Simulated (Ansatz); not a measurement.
**Is this Na₃B structure a true minimum?**

It was reached by relaxing an invented guess, and it needn't be the stable form of this composition.

Theory: Ansatz, DFT PBE, scalar-relativistic, plane waves, PAW. Settings: cutoff 420 eV, Γ-centred mesh 12×12×10 on the computed 4-atom cell, Gaussian smearing of 0.10 eV; no spin polarisation.

The cell below (4 atoms, space group P6/mmm (No. 191)) is relaxed within its symmetry.

```cif
data_structure
_symmetry_space_group_name_H-M 'P 1'
_symmetry_Int_Tables_number 1
_cell_length_a 4.9971
_cell_length_b 4.9971
_cell_length_c 5.2617
_cell_angle_alpha 90.000
_cell_angle_beta 90.000
_cell_angle_gamma 120.000
_cell_volume 113.79
loop_
_atom_site_label
_atom_site_type_symbol
_atom_site_fract_x
_atom_site_fract_y
_atom_site_fract_z
_atom_site_occupancy
Na1 Na 0.33333 0.66667 0.00000 1
Na2 Na 0.66667 0.33333 0.00000 1
Na3 Na 0.00000 0.00000 0.50000 1
B1 B 0.00000 0.00000 0.00000 1
```

For the test a repeat of it with 8 atoms (edges 5.00, 5.00, 10.52 Å) was strained at random (σ = 1.5 % a component), the atoms were moved at random (σ = 0.05 Å), and all was relaxed again on a coarse 6×6×2 mesh (in the run’s order of axes) with 0.20 eV smearing, with no symmetry imposed.

Task: Is the structure stable against such a distortion?

Result: It doesn't return. The energy falls by 25 meV/atom on that mesh, the volume changes by -4.7 %, and the end has space group P6_3/mmc (No. 194) at a loose tolerance. Relaxed again on a 12×12×4 mesh with 0.10 eV smearing, the new structure lies 27 meV/atom below the first (mesh in the axes of the run's cell; the cell below is made exact in the group named). Space group P6_3/mmc (No. 194), hexagonal, a = 4.747 Å, c = 11.076 Å. Na on a site of symmetry 3m has 3 B at 2.83 Å, 3 Na at 3.07 Å and 3 Na at 3.44 Å; around Na on a site of symmetry -6m2 lie 2 B at 2.77 Å and 6 Na at 3.44 Å; B has 8 Na at 2.77–2.83 Å.

```cif
data_structure
_symmetry_space_group_name_H-M 'P6_3/mmc'
_symmetry_Int_Tables_number 194
_cell_length_a 4.7473
_cell_length_b 4.7473
_cell_length_c 11.0759
_cell_angle_alpha 90.000
_cell_angle_beta 90.000
_cell_angle_gamma 120.000
_cell_volume 216.17
loop_
_atom_site_label
_atom_site_type_symbol
_atom_site_symmetry_multiplicity
_atom_site_Wyckoff_symbol
_atom_site_fract_x
_atom_site_fract_y
_atom_site_fract_z
_atom_site_occupancy
Na1 Na 4 f 0.33333 0.66667 0.43763 1
Na2 Na 2 b 0.00000 0.00000 0.25000 1
B1 B 2 a 0.00000 0.00000 0.00000 1
```
